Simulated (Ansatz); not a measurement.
Relaxed LiF (rock salt):

```xyz
4
Lattice="0.0000 3.9902 3.9902 1.9951 1.9951 3.9902 1.9951 1.9951 0.0000" Properties=species:S:1:pos:R:3 pbc="T T T"
F      0.0000     0.0000     0.0000
F      1.9951     3.9902     5.9853
Li     1.9951     5.9853     5.9853
Li     1.9951     3.9902     3.9902
```

The atoms are displaced by Q × the pattern below (from a DFPT mode at X = (0.5, 0.5, 0.0), largest move 1; Q in Å), at fixed cell. It is one choice among 2 degenerate patterns. (q is in reciprocal vectors of the primitive cell; the cell shown is doubled to hold the pattern.)

```csv
atom,x,y,z
F1,0.000,1.000,0.000
F2,0.000,-1.000,0.000
Li3,0.000,-0.628,0.000
Li4,0.000,0.628,0.000
```

These are r2SCAN (plane waves to 500 eV, PAW, scalar-relativistic; Ansatz, a quantum-chemistry and plane-wave program) values and carry that method's errors. k mesh 14×14×14 (Γ-centred), Fermi-Dirac smearing 0.05 eV. The energy includes the smearing's −TS. LiF was relaxed with its symmetry unable to fall. ΔE is measured from the undisplaced structure.

```tsv
Q (Å)	ΔE (meV/cell)
-0.1000	51.5
-0.0833	35.7
-0.0667	22.8
-0.0500	withheld
-0.0333	5.7
-0.0167	1.4
0.0000	0.0
0.0167	1.4
0.0333	5.7
0.0500	withheld
0.0667	22.8
0.0833	35.7
0.1000	51.5
```

Problem. Fit an even polynomial form (powers 2, 4) to the given rows and predict ΔE at Q = -0.0500.

Solution. Least squares on the 11 given rows: ΔE = (5117)·Q² + (3387)·Q⁴, in meV/cell with Q in Å; root-mean-square residual 0.02 meV/cell. At -0.0500 the fit gives 12.8 meV/cell; the calculation gives 12.8 meV/cell, the same to the digits shown. The quadratic term alone would give 12.8 meV/cell.

(A displaced cell: forces are minus the slopes of the energy, force constants its curvatures, and phonons follow from these.)
